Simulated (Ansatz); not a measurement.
Given:

Ta$_{2}$GeN:
```cif
data_Ge2N2Ta4
_chemical_formula_sum 'Ge2 Ta4 N2'
_space_group_name_H-M_alt 'P 1'
_space_group_IT_number 1
_cell_length_a 3.27575
_cell_length_b 3.27575
_cell_length_c 11.99076
_cell_angle_alpha 90.000
_cell_angle_beta 90.000
_cell_angle_gamma 120.000
loop_
_space_group_symop_operation_xyz
  'x, y, z'
loop_
_atom_site_label
_atom_site_type_symbol
_atom_site_fract_x
_atom_site_fract_y
_atom_site_fract_z
_atom_site_occupancy
Ge1 Ge 0.33333 0.66667 0.75000 1
Ge2 Ge 0.66667 0.33333 0.25000 1
Ta1 Ta 0.33333 0.66667 0.09213 1
Ta2 Ta 0.66667 0.33333 0.59213 1
Ta3 Ta 0.66667 0.33333 0.90787 1
Ta4 Ta 0.33333 0.66667 0.40787 1
N1 N 0.00000 0.00000 0.00000 1
N2 N 0.00000 0.00000 0.50000 1
```

This is the r²SCAN-relaxed structure.

**Question.** All from r²SCAN (plane waves, PAW; program Ansatz), unless another level is named. Estimate the electronic character.

**Answer.** metallic (no gap).

**Question.** And the density of states at the Fermi level?

**Answer.** 0.47 states/eV per atom (mean over ±0.08 eV).

**Question.** Predict the formation energy from the elements (no fitted shifts).

**Answer.** -0.57 eV/atom.

**Question.** Give the gap with spin–orbit coupling.

**Answer.** none (metallic).

Space group P6_3/mmc. The start of the workflow was typed in or built on a structure type; neither database checked (COD, Materials Project) lists it. Its standing as an ambient phase is unchecked. The r²SCAN relaxation kept the symmetry of its start; whether a distortion lowers the energy is not shown. The run is not spin-polarised. The references are the lowest solids computed at this level, not always the standard phases (solids in place of the gases). Scalar-relativistic: spin–orbit coupling is off unless named, which matters more the heavier the elements.

Potentials: the earlier of the program's two PAW sets.
